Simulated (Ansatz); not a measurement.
A relaxation computed with Ansatz, from input to last step.

```yaml
crystal:
  lattice:
    - [3.6436308509, 0.0, 0.0]
    - [0.0, 3.6436308509, 0.0]
    - [0.0, 0.0, 8.1835598881]
  atoms:
    - { symbol: Zr, position: [0.0, 0.5, 0.2630581084] }
    - { symbol: Zr, position: [0.5, 0.0, 0.7369418916] }
    - { symbol: Ge, position: [0.0, 0.0, 0.0] }
    - { symbol: Ge, position: [0.5, 0.5, 0.0] }
    - { symbol: Se, position: [0.0, 0.5, 0.6199762766] }
    - { symbol: Se, position: [0.5, 0.0, 0.3800237234] }
basis:
  ecutwfc: 420
kpoints:
  mp_grid: { grid: [10, 10, 6] }
hamiltonian:
  xc: pbesol
scf:
  occupations: { method: gaussian, width: 0.1 }
output:
  forces: true
  stress: true
  eigenvalues: true
relax:
  adjacent_minimum: "off"
  f_tol: 0.01
  max_steps: 30
  cell: { stress_tol: 0.1, fix: [volume] }
```

```bash
ansatz run input.yaml --threads 2 --pin off --max-ram 5120MiB --backend cpu --events-out ev --progress --plain --runs-dir out
```

Computed with DFT PBEsol, scalar-relativistic, plane waves, PAW (Ansatz 0.2.0).

The volume is held at 0.97 times that of the relaxed cell.

Of 4 frames 3 are shown, positions in Å and forces in eV/Å; the SCF threshold varies from step to step. Steps run on the plane waves of an earlier cell, with a Pulay correction in the pressure. The basis is chosen afresh for the last frame, the zero of the energies, and at times for earlier ones too; energy and pressure step there, also at an unchanged geometry. The mark taken_back stands on steps that the optimiser undid.

```xyz
6
Lattice="3.6436 0.0000 0.0000 0.0000 3.6436 0.0000 0.0000 0.0000 8.1836" Properties=species:S:1:pos:R:3:forces:R:3 pbc="T T T" step=1 free_energy_over_end_meV_per_atom=0.15 pressure_GPa=3.91
Zr    0.0000    1.8218    2.1528    0.0000    0.0000    0.0712
Zr    1.8218    0.0000    6.0308    0.0000    0.0000   -0.0712
Ge    0.0000    0.0000    0.0000    0.0000    0.0000    0.0000
Ge    1.8218    1.8218    0.0000    0.0000    0.0000    0.0000
Se    0.0000    1.8218    5.0736    0.0000    0.0000   -0.0558
Se    1.8218    0.0000    3.1099    0.0000    0.0000    0.0558
6
Lattice="3.6432 0.0000 0.0000 0.0000 3.6432 0.0000 0.0000 0.0000 8.1856" Properties=species:S:1:pos:R:3:forces:R:3 pbc="T T T" step=2 free_energy_over_end_meV_per_atom=1.07 pressure_GPa=3.67 taken_back
Zr    0.0000    1.8216    2.1722    0.0000    0.0000   -0.1554
Zr    1.8216    0.0000    6.0134    0.0000    0.0000    0.1554
Ge    0.0000    0.0000    0.0000    0.0000    0.0000    0.0000
Ge    1.8216    1.8216    0.0000    0.0000    0.0000    0.0000
Se    0.0000    1.8216    5.0447    0.0000    0.0000    0.1900
Se    1.8216    0.0000    3.1409    0.0000    0.0000   -0.1900
6
Lattice="3.6449 0.0000 0.0000 0.0000 3.6449 0.0000 0.0000 0.0000 8.1777" Properties=species:S:1:pos:R:3:forces:R:3 pbc="T T T" step=4 free_energy_over_end_meV_per_atom=0.00 pressure_GPa=3.83
Zr    0.0000    1.8225    2.1575    0.0000    0.0000    0.0009
Zr    1.8225    0.0000    6.0202    0.0000    0.0000   -0.0009
Ge    0.0000    0.0000    0.0000    0.0000    0.0000    0.0000
Ge    1.8225    1.8225    0.0000    0.0000    0.0000    0.0000
Se    0.0000    1.8225    5.0629    0.0000    0.0000   -0.0041
Se    1.8225    0.0000    3.1148    0.0000    0.0000    0.0041
```

Time: 56 s on 2 threads of Arm Neoverse V2, with other jobs on the host, peak memory 0.66 GiB.